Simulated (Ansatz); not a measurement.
Ansatz (a first-principles code) input:

Ansatz 0.2 input:
```yaml
crystal:
  lattice:
    - [4.0158500301, 0.0, 0.0]
    - [0.0, 4.0158500301, 0.0]
    - [0.0, 0.0, 4.2503964719]
  atoms:
    - { symbol: Hf, position: [0.5, 0.5, 0.5676071807] }
    - { symbol: Ge, position: [0.0, 0.0, 0.1939759706] }
    - { symbol: O, position: [0.0, 0.5, 0.4556413116] }
    - { symbol: O, position: [0.5, 0.0, 0.4556413116] }
    - { symbol: O, position: [0.5, 0.5, 0.0173342257] }
kpoints:
  mp_grid: { grid: [4, 4, 4] }
hamiltonian:
  xc: hse06
  pseudopotentials: { kind: paw }
scf:
  n_extra_bands: 6
  occupations: { method: fixed }
output:
  eigenvalues: true
  eigenstates:
    e_range: [-9.0, 10.5]
    kpoints:
      - [0.0, 0.5, 0.0]  # VBM
      - [0.0, 0.0, 0.5]  # CBM
```

Output (shortened):

```
Pseudopotential: Hf, paw, valence charge 26
Pseudopotential: Ge, paw, valence charge 14
Pseudopotential: O, paw, valence charge 6
Functional definition: HSE06
davidson cushion auto → on  (no smearing: the cushion is to keep the highest requested band from converging to the state above it …
Crystal: 5 atoms, lattice volume = 68.546 Å³
Basis set: ecut = 420 eV, 1335 PW (Γ)
Bands: 35, of which v1, the nominal top of the filled ones, is band 29 counted from 1 (28 counted from 0)
Symmetry: 8 space group operations
Space group: P4mm (ITA 99), of the structure as read, at distance tolerance 4.1e-5 Å
k-points: 18 of 64 (time reversal used)
SCF iter   1: F=—  HF=-21722.582767 eV  |F-HF|=—  |Δ(HF+E_count)|=         —  Δρ=3.54e-3  dr2=1.36e-2  ethr=1.77e-3  ⟨swp⟩=5.0  Hψ=2570  notcnv=0
preconditioner: auto → none
iter 2 solved again at ethr=2.21e-6 eV; its pass at ethr=2.35e-5 eV (dr2=1.28e-3 eV) is discarded
SCF iter   2: F=—  HF=-21722.580757 eV  |F-HF|=—  |Δ(HF+E_count)|=   2.01e-3  Δρ=1.74e-3  dr2=1.28e-3  ethr=2.21e-6  ⟨swp⟩=2.1  Hψ=3308  notcnv=0
SCF iter   3: F=—  HF=-21722.580831 eV  |F-HF|=—  |Δ(HF+E_count)|=   7.34e-5  Δρ=7.84e-4  dr2=2.82e-4  ethr=2.21e-6  ⟨swp⟩=3.0  Hψ=1812  notcnv=0
SCF iter   4: F=-21722.581009 eV  HF=-21722.581035 eV  |F-HF|=2.57e-5  |Δ(HF+E_count)|=   2.04e-4  Δρ=4.78e-4  dr2=1.22e-4  ethr=4.86e-7  ⟨swp⟩=3.1  Hψ=1662  notcnv=0  defer=1
SCF 1 stopped early in 4 iterations: F = -21722.581009 eV  dr2 = 1.22e-4
Crystal: 5 atoms, lattice volume = 68.546 Å³
Exchange kernel: α = 0.2500, screened, ω = 0.2079 Å⁻¹, Wigner–Seitz truncation, v(0) = 1036.5841 eV·Å³, q-mesh 4×4×4, nearest image of the exchange supercell L …
Frozen-core exchange: fock
SCF iter   1: F=—  HF=-21723.002371 eV  |F-HF|=—  |Δ(HF+E_count)|=         —  Δρ=1.17e-2  dr2=9.03e-2  ethr=2.10e-6  ⟨swp⟩=6.3  Hψ=3168  notcnv=0
preconditioner: auto → none
SCF iter   2: F=—  HF=-21722.931175 eV  |F-HF|=—  |Δ(HF+E_count)|=   7.12e-2  Δρ=7.98e-3  dr2=2.82e-2  ethr=2.10e-6  ⟨swp⟩=4.3  Hψ=2619  notcnv=0
SCF iter   3: F=—  HF=-21722.925076 eV  |F-HF|=—  |Δ(HF+E_count)|=   6.10e-3  Δρ=2.66e-3  dr2=8.48e-3  ethr=2.10e-6  ⟨swp⟩=4.0  Hψ=2312  notcnv=0
SCF iter   4: F=—  HF=-21722.952421 eV  |F-HF|=—  |Δ(HF+E_count)|=   2.73e-2  Δρ=2.26e-3  dr2=3.58e-3  ethr=2.10e-6  ⟨swp⟩=4.0  Hψ=2355  notcnv=0
SCF iter   5: F=—  HF=-21722.950839 eV  |F-HF|=—  |Δ(HF+E_count)|=   1.58e-3  Δρ=9.90e-4  dr2=5.40e-4  ethr=2.10e-6  ⟨swp⟩=3.0  Hψ=1798  notcnv=0
SCF iter   6: F=—  HF=-21722.950445 eV  |F-HF|=—  |Δ(HF+E_count)|=   3.94e-4  Δρ=3.16e-4  dr2=7.55e-5  ethr=5.81e-7  ⟨swp⟩=3.0  Hψ=1699  notcnv=0
SCF iter   7: F=—  HF=-21722.950821 eV  |F-HF|=—  |Δ(HF+E_count)|=   3.76e-4  Δρ=3.53e-4  dr2=6.21e-5  ethr=5.74e-8  ⟨swp⟩=4.0  Hψ=2078  notcnv=0
SCF iter   8: F=-21722.950803 eV  HF=-21722.950804 eV  |F-HF|=7.97e-7  |Δ(HF+E_count)|=   1.77e-5  Δρ=7.12e-5  dr2=3.37e-6  ethr=5.74e-8  ⟨swp⟩=3.4  Hψ=1723  notcnv=0
SCF 2 stopped early in 8 iterations: F = -21722.950803 eV  dr2 = 3.37e-6
hybrid outer 1: dexx = +2.977e-2 eV, tail = 9.53e-4 eV
Crystal: 5 atoms, lattice volume = 68.546 Å³
Exchange kernel: α = 0.2500, screened, ω = 0.2079 Å⁻¹, Wigner–Seitz truncation, v(0) = 1036.5841 eV·Å³, q-mesh 4×4×4, nearest image of the exchange supercell L …
Frozen-core exchange: fock
SCF iter   1: F=—  HF=-21722.950192 eV  |F-HF|=—  |Δ(HF+E_count)|=         —  Δρ=1.37e-4  dr2=9.10e-6  ethr=8.21e-6  ⟨swp⟩=2.0  Hψ=1386  notcnv=0
preconditioner: auto → none
SCF iter   2: F=—  HF=-21722.950196 eV  |F-HF|=—  |Δ(HF+E_count)|=   4.12e-6  Δρ=5.45e-5  dr2=1.69e-6  ethr=1.47e-8  ⟨swp⟩=4.0  Hψ=2102  notcnv=0
iter 3 solved again at ethr=1.40e-10 eV; its pass at ethr=2.43e-9 eV (dr2=8.14e-8 eV) is discarded
SCF iter   3: F=—  HF=-21722.950195 eV  |F-HF|=—  |Δ(HF+E_count)|=   3.80e-7  Δρ=2.12e-5  dr2=1.38e-7  ethr=1.40e-10  ⟨swp⟩=2.4  Hψ=3033  notcnv=0
SCF iter   4: F=—  HF=-21722.950196 eV  |F-HF|=—  |Δ(HF+E_count)|=   5.61e-7  Δρ=1.88e-5  dr2=1.72e-7  ethr=1.39e-10  ⟨swp⟩=4.1  Hψ=2113  notcnv=0
SCF iter   5: F=-21722.950196 eV  HF=-21722.950196 eV  |F-HF|=2.15e-10  |Δ(HF+E_count)|=   4.96e-8  Δρ=2.04e-6  dr2=1.48e-9  ethr=1.39e-10  ⟨swp⟩=3.1  Hψ=1799  notcnv=0
SCF 3 converged in 5 iterations: F = -21722.950196 eV  dr2 = 1.48e-9
hybrid outer 2: dexx = +3.080e-6 eV, tail = 1.82e-7 eV, Δε = 9.62e-3 eV (about 3.72e-4 eV left of the loop's levels)
NSCF: frozen V_eff on 2 k-points
hybrid SCF converged: 2 outer / 13 inner (+4 warm-up), last move |dexx| = 3.08e-6 eV, tail = 1.82e-7 eV
Stability not checked (fock_operator)
Free energy (F): -21722.950196 eV
Frozen-core exchange: fock
Harris-Foulkes:  -21722.950196 eV  (|F-HF|=2.15e-10)
Internal energy: -21722.950196 eV  (E = F + TS)
E sigma→0 (E₀):  -21722.950196 eV
Fermi energy:    9.407010 eV
--- Per-component energies (eV) ---
  E_band       = -403.514287
  E_kinetic    = 1053.787098
  E_local      = -9738.327637  (includes V_loc(G=0)·N_el)
  E_nonlocal   = -704.178987
  E_hartree    = 4355.596725
  E_xc         = -474.085846
  E_vxc        = -484.962068  (∫ρ·V_xc dr)
  E_exx        = -227.574361  (= α·E_x^exact, valence–valence)
  E_paw        = -9296.094098  (= ΣΔE_a)
  E_vpaw       = 1214.115086  (= ΣTr[D̂ρ^β])
  E_aug_tail   = 0.007597  (compensation charges beyond the density's cutoff)
  E_ewald      = -6692.787355
  E_core_change = 0.706669  (= ΣΔE_core)
  E_smearing   =  0.000000  (= −TS)
  E_closure    =  0.000000  (closes the sum)
  Σ components = -21722.950196   (vs F -21722.950196, Δ=0.00e0)
  [band-id]    e_kinetic+e_local+e_nonlocal+2·e_hartree+e_vxc+2·e_exx+e_vpaw+e_augmentation_tail = -403.514184   (vs E_band -403.514287, Δ=1.03e-4)
--- Band table (eV; the first three rows and the last of 18) ---
  k-point 0: bands = ["-53.8640", "-21.3902", "-21.3902", "-21.3364", "-17.7420", "-17.7270", "-17.7270", "-17.7230", "-17.7151", "-10.9679", "-9.9907", "-8.3295", "-3.7274", "-3.7274", "-3.6559", "-3.6415", "-3.6415", "-3.6398", "-3.6293", "2.9369", …
  k-point 1: bands = ["-53.8638", "-21.3949", "-21.3880", "-21.3880", "-17.7418", "-17.7272", "-17.7272", "-17.7220", "-17.7151", "-10.8856", "-9.9856", "-8.0350", "-3.7272", "-3.7272", "-3.6561", "-3.6379", "-3.6379", "-3.6294", "-3.5921", "2.5354", …
  k-point 2: bands = ["-53.8636", "-21.4523", "-21.3858", "-21.3858", "-17.7417", "-17.7274", "-17.7274", "-17.7210", "-17.7151", "-10.8121", "-9.9805", "-7.7080", "-3.7271", "-3.7271", "-3.6563", "-3.6343", "-3.6343", "-3.6295", "-3.5266", "2.1749", …
  k-point 17: bands = ["-53.8608", "-21.6114", "-21.6114", "-21.4213", "-17.7318", "-17.7318", "-17.7217", "-17.7176", "-17.7173", "-9.3647", "-9.3647", "-7.6238", "-3.6758", "-3.6670", "-3.6652", "-3.6652", "-3.6161", "-3.6161", "-3.5470", "0.3544", …
```

Cost: very roughly 120 core-seconds on shared cores.

The points marked VBM and CBM come from a semilocal run.

The start of the workflow was typed in or built on a structure type; neither database checked (COD, Materials Project) lists it. Its standing as an ambient phase is unchecked. Symmetry was held in the r²SCAN relaxation; whether a distortion lowers the energy is not shown. The run is not spin-polarised. Scalar-relativistic: spin–orbit coupling is off unless named, which matters more the heavier the elements.

Potentials: the later of the program's two PAW sets.

Ansatz is a plane-wave DFT program.
